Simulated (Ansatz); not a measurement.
A: PbS (rock salt), a = 6.0087 Å, b = 6.0087 Å, c = 6.0087 Å, α = 90.00°, β = 90.00°, γ = 90.00°
B: SiC (zinc blende), a = b = c = 4.3798 Å, α = β = γ = 90.00°
C: CsBr (CsCl type), a = 4.389 Å, b = 4.389 Å, c = 4.389 Å, α = 90.00°, β = 90.00°, γ = 90.00°

Scan: energy over volume and axial ratio (atoms clamped). One method and one kind of scan serve all of them; meshes and ranges differ. All were relaxed with their symmetry unable to fall. Spin-orbit coupling is left out.

Problem. Put the candidates in order of shear modulus C′ = (C11 − C12)/2 (fitted), highest first, for PBE (plane waves to 420 eV, PAW, scalar-relativistic; Ansatz, a program for electronic structure).

Solution. B (128 GPa), A (54 GPa), C (11 GPa)

(Under strain, the slope of the energy per volume gives the stress and its curvature an elastic modulus.)
